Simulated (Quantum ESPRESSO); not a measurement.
```xyz
12
Lattice="4.2028 0.0000 0.0000 -2.1014 3.6397 0.0000 0.0000 0.0000 7.4201" Properties=species:S:1:pos:R:3 pbc="T T T"
H      0.0000     2.4265     2.7549
H      2.1014     1.2132     6.4650
H      0.0000     1.2751     4.3881
H      3.0985     0.6375     0.6781
H      0.9972     3.0022     4.3881
H      2.1014     2.3647     0.6781
H     -0.9972     3.0022     4.3881
H      1.1042     0.6375     0.6781
Li     0.0000     2.4265     0.8455
Li     2.1014     1.2132     4.5556
B      0.0000     2.4265     3.9742
B      2.1014     1.2132     0.2642
```

The geometry is that of Materials Project entry mp-2659898, symmetrised and not relaxed again.

Problem. What does LDA (pw.x of Quantum ESPRESSO, ONCV potentials, scalar-relativistic) give for the electronic structure near the Fermi level?

Solution. The LDA gap is indirect, 6.36 eV, from Γ to 50 % of the way from L to M; the smallest direct gap is 6.54 eV. Another valence extremum on the path lies within 0.02 eV, too close to call. 

The structure is a Materials Project entry; no match was found in the copy of COD used, and its stability was not checked.
